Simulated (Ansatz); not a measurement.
Input and command of a plane-wave DFT calculation in Ansatz:

```yaml
crystal:
  lattice:
    - [4.5179875855, 0.0, 0.0]
    - [0.0, 4.5179875855, 0.0]
    - [0.0, 0.0, 4.5179875855]
  atoms:
    - { symbol: Ca, position: [0.0, 0.0, 0.0] }
    - { symbol: V, position: [0.0, 0.5, 0.5], spin: 0.78 }
    - { symbol: V, position: [0.5, 0.0, 0.5], spin: 0.78 }
    - { symbol: V, position: [0.5, 0.5, 0.0], spin: 0.78 }
    - { symbol: P, position: [0.5, 0.5, 0.5] }
basis:
  ecutwfc: 420
kpoints:
  mp_grid: { grid: [8, 8, 8] }
hamiltonian:
  xc: pbe
scf:
  occupations: { method: gaussian, width: 0.1 }
output:
  forces: true
  stress: true
  eigenvalues: true
  populations: true
magnetization:
  spin_polarized: true
relax:
  adjacent_minimum: "off"
  f_tol: 0.01
  max_steps: 80
  cell: { stress_tol: 0.05 }
```

```bash
ansatz run input.yaml --threads 1 --pin off --max-ram 2560MiB --backend cpu --events-out ev --progress --plain --runs-dir out
```

Processor: AMD EPYC 9R45 96-Core Processor (Zen 5), 1 thread, on a host shared with other jobs.

Q: How long does it run, and how much memory does it take?

A: About 14 s on 1 thread of AMD EPYC 9R45 96-Core Processor (Zen 5), with other jobs on the host, peak memory 0.54 GiB. It solves 34 bands at 35 k points (the mesh reduced by symmetry) with about 1839 plane waves (on the last cell), in 25 SCF iterations over 3 ionic steps.
